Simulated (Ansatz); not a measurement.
Given:

AlN:
```yaml
crystal:
  lattice:
    - [3.09450, 0.00000, 0.00000]
    - [-1.54725, 2.67991, 0.00000]
    - [0.00000, 0.00000, 15.08197]
  atoms:
    - { symbol: Al, position: [0.00000, 0.00000, 0.99964] }
    - { symbol: Al, position: [0.00000, 0.00000, 0.49964] }
    - { symbol: Al, position: [0.66667, 0.33333, 0.83390] }
    - { symbol: Al, position: [0.33333, 0.66667, 0.33390] }
    - { symbol: Al, position: [0.66667, 0.33333, 0.16673] }
    - { symbol: Al, position: [0.33333, 0.66667, 0.66673] }
    - { symbol: N, position: [0.00000, 0.00000, 0.87449] }
    - { symbol: N, position: [0.00000, 0.00000, 0.37449] }
    - { symbol: N, position: [0.66667, 0.33333, 0.70803] }
    - { symbol: N, position: [0.33333, 0.66667, 0.20803] }
    - { symbol: N, position: [0.66667, 0.33333, 0.04091] }
    - { symbol: N, position: [0.33333, 0.66667, 0.54091] }
```

This is the r²SCAN-relaxed structure. Cartesian axes are those of the cell as given.

All from the program Ansatz at the r²SCAN level (PAW), unless another level is named. Give the piezoelectric stress constants (proper, relaxed ions, C/m²).

e15 = e24 = 0.29, e31 = e32 = 0.38, e33 = -0.84.

What about the vibrational entropy at 300 K?

9.9 J/(K·mol of atoms).

Next, the Poisson's ratio?

0.24.

What about the elastic constants (relaxed ions, GPa)?

C11 = 404, C12 = 146, C13 = 86.5, C33 = 448, C44 = 116.

And the highest zone-centre frequency (without LO–TO term)?

885 cm⁻¹.

Space group P6_3mc. The cell is a constructed one: a structure type filled with these elements. Its sites differ from those of the usual phase in this space group: another stacking or structure type. The r²SCAN relaxation kept the symmetry of its start; phonons on a q-mesh show no instability.

Potentials: the later of the program's two PAW sets.
